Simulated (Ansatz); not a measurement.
Starting cell, WC (WC type, space group P-6m2):

```
CELL_PARAMETERS angstrom
      5.84370     0.00000     0.00000
     -1.46093     2.53040     0.00000
      0.00000     0.00000     2.84710
ATOMIC_POSITIONS crystal
  W  0.00000 0.00000 0.00000
  W  0.50000 0.00000 0.00000
  C  0.33333 0.33333 0.50000
  C  0.83333 0.33333 0.50000
```

The atoms are displaced by Q × the pattern below (from a DFPT mode at M = (0.5, 0.0, 0.0), largest move 1; Q in Å), at fixed cell. (q is in reciprocal vectors of the primitive cell; the cell shown is doubled to hold the pattern.)

```csv
atom,x,y,z
W1,0.017,-0.029,0.000
W2,-0.017,0.029,0.000
C3,0.500,-0.866,0.000
C4,-0.500,0.866,0.000
```

Method: PBE (plane waves to 420 eV, PAW, scalar-relativistic; Ansatz, a first-principles code). k mesh 9×18×16 (Γ-centred), Fermi-Dirac smearing 0.05 eV. With partly filled bands, energies and forces of such displacements shift with the k mesh and the smearing. Spin-orbit coupling is left out, though W is heavy. WC is run without spin polarisation. WC was relaxed with its symmetry unable to fall.

At one point of the scan the forces (eV/Å) are:

```tsv
atom	Fx	Fy	Fz
W1	1.172	-1.059	0.000
W2	-0.331	1.545	0.000
C3	1.006	-2.713	0.000
C4	-1.846	2.227	0.000
```

**Question.** Which point is it?
(A) Q = -0.187 Å
(B) Q = -0.233 Å
(C) Q = -0.280 Å
(D) Q = -0.093 Å

**Answer.** A, Q = -0.187 Å

(A displaced cell: forces are minus the slopes of the energy, force constants its curvatures, and phonons follow from these.)
